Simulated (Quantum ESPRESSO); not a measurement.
Band energies of SrAgO$_{2}$

```
SrAgO2
1.0
    3.61517    -4.76642     0.00000
    3.61517     4.76642     0.00000
   -0.04543     0.00000     3.58840
O Sr Ag
4 2 2
Direct
  0.28354   0.71646   0.50000
  0.71646   0.28354   0.50000
  0.74907   0.74907   0.78224
  0.25093   0.25093   0.21776
  0.00000   0.50000   0.00000
  0.50000   0.00000   0.00000
  0.00000   0.00000   0.50000
  0.50000   0.50000   0.50000
```

PBEsol (Quantum ESPRESSO, PseudoDojo norm-conserving, 84 Ry, without SOC); path ΓYFHZIF1,H1Y1XΓN,MΓ; energies in eV from the valence-band maximum.

```csv
k (1/Å),point,band 37,band 38,band 39,band 40,band 41,band 42,band 43,band 44
0.00,Γ,-1.22,-1.03,-0.96,-0.86,-0.40,1.30,2.27,4.19
0.37,,-1.29,-0.98,-0.94,-0.63,-0.61,1.38,2.99,5.07
0.74,,-1.28,-1.06,-0.82,-0.75,-0.60,1.15,3.81,5.33
1.11,Y,-1.33,-1.16,-1.13,-0.90,-0.27,1.05,4.30,5.43
1.11,F,-1.34,-1.17,-1.13,-0.89,-0.27,1.06,4.33,5.43
1.49,,-1.36,-1.08,-0.91,-0.88,-0.51,1.12,4.24,5.15
1.88,,-1.45,-0.90,-0.80,-0.62,-0.30,1.01,4.22,4.23
2.27,,-1.25,-1.07,-1.04,-0.67,-0.40,0.98,4.40,4.65
2.85,H,-1.33,-1.15,-1.14,-0.90,-0.28,1.03,4.27,5.42
3.30,,-1.32,-0.96,-0.82,-0.78,-0.37,1.53,3.70,4.97
3.52,Z,-1.58,-0.84,-0.67,-0.65,-0.23,1.86,3.68,4.97
3.74,,-1.62,-0.78,-0.76,-0.39,-0.34,1.55,3.88,5.02
4.18,I,-1.28,-1.28,-1.07,-0.86,-0.19,1.16,4.80,5.22
4.18,F1,-1.34,-1.17,-1.13,-0.89,-0.27,1.06,4.33,5.43
5.92,H1,-1.33,-1.15,-1.14,-0.90,-0.28,1.03,4.27,5.42
5.92,Y1,-1.33,-1.16,-1.13,-0.90,-0.27,1.05,4.30,5.43
6.28,,-1.37,-1.30,-1.00,-0.57,-0.56,0.93,4.70,5.12
6.81,X,-1.54,-1.14,-0.58,-0.55,-0.21,0.96,3.90,4.34
7.25,,-1.39,-0.93,-0.88,-0.69,-0.09,1.06,2.42,4.18
7.47,Γ,-1.22,-1.03,-0.96,-0.86,-0.40,1.30,2.27,4.19
7.61,,-1.18,-1.13,-0.98,-0.77,-0.40,1.33,2.37,4.33
8.05,,-1.24,-1.00,-0.82,-0.64,-0.35,1.10,3.65,5.13
8.35,,-1.21,-1.05,-0.93,-0.73,-0.23,0.77,4.03,4.77
8.49,N,-1.27,-1.21,-0.94,-0.75,-0.23,0.71,4.23,4.39
8.49,M,-1.28,-1.03,-0.90,-0.77,-0.21,1.00,3.56,4.02
9.04,Γ,-1.22,-1.03,-0.96,-0.86,-0.40,1.30,2.27,4.19
```

The PBEsol gap is indirect, 0.71 eV, from 67 % of the way from Z to I to N; the smallest direct gap is 0.94 eV.

Spin-orbit splittings are left out.

Geometry of the Materials Project entry, not relaxed at this level.

The structure is a Materials Project entry; no match was found in the copy of COD used, and its stability was not checked.
